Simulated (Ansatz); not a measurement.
A distorted cell of Ca (fcc, Cu type):

```yaml
crystal:
  lattice:
    - [0.00000, 5.52650, 5.52650]
    - [2.76325, 0.00000, 2.76325]
    - [2.76325, 2.76325, 0.00000]
  atoms:
    - { symbol: Ca, position: [0.00000, 0.08159, 0.94731] }
    - { symbol: Ca, position: [0.50000, 0.91841, 0.05269] }
```

Method: PBE (plane waves to 420 eV, PAW, scalar-relativistic; Ansatz, a program for electronic structure). k mesh 15×15×15 (Γ-centred), Fermi-Dirac smearing 0.05 eV. Compression counts positive. With partly filled bands, energies and forces of such displacements shift with the k mesh and the smearing. Ca was relaxed with its symmetry unable to fall.

Task: Predict the force on every atom, in eV/Å.

Result: 
```json
[
 {"atom": "Ca1", "Fx": "-0.075", "Fy": "0.123", "Fz": "-0.152"},
 {"atom": "Ca2", "Fx": "0.075", "Fy": "-0.123", "Fz": "0.152"}
]
```

Task: Give the stress tensor in GPa and the pressure.

Result: 
```
    0.6     -0.4     -0.3
   -0.4      0.2      0.2
   -0.3      0.2     -0.5
```
The pressure, a third of the trace, is 0.1 GPa.

(A displaced cell: forces are minus the slopes of the energy, force constants its curvatures, and phonons follow from these.)
